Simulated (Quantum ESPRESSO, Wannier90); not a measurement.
MgSe (zinc blende): Wannier90 run

```
begin unit_cell_cart
ang
    0.0000000000    2.9689300000    2.9689300000
    2.9689300000    0.0000000000    2.9689300000
    2.9689300000    2.9689300000    0.0000000000
end unit_cell_cart
begin atoms_frac
Mg   0.0000000000  0.0000000000  0.0000000000
Se  -0.2500000000 -0.2500000000 -0.2500000000
end atoms_frac
```

Cell from Materials Project (mp-13031), symmetrised, no further relaxation. Not found in the COD (Crystallography Open Database) copy used, which has the formula in other groups; not checked further. Computed values, not measurements, from LDA: Quantum ESPRESSO (norm-conserving PseudoDojo potentials, cutoff 69 Ry, no spin polarisation, no spin-orbit coupling) on a Γ-centred 10×10×10 mesh, then Wannier90. Density: 10×10×10 mesh, cold smearing 0.01 Ry. Spin-orbit coupling, left out, would split the p-like bands by a few tenths of an eV.

Bands 11-13 form an isolated set from -3.27 to 0.00 eV relative to the valence-band maximum (on the path) and are turned into 3 Wannier functions by minimising the spread from the start: atomic waves Se 4p.

Where do the functions sit, how wide are they and what are they made of?


| functions | spread (Å²) | nearest atom, distance (Å) | second atom, distance (Å) | weight on atomic waves |
|---|---|---|---|---|
| 3 | 2.39 | Se 0.00 | Mg 2.57 | Se 4p 89 %, Mg 3s 8 % |

Ω_I = 7.04 Å², Ω_total = 7.17 Å²; the interpolated bands follow pw.x to 1.0 meV rms on the path. Only this start was tried; a symmetric start can stop on a saddle, and mixtures of these functions could lower the total by at most Ω_total − Ω_I.
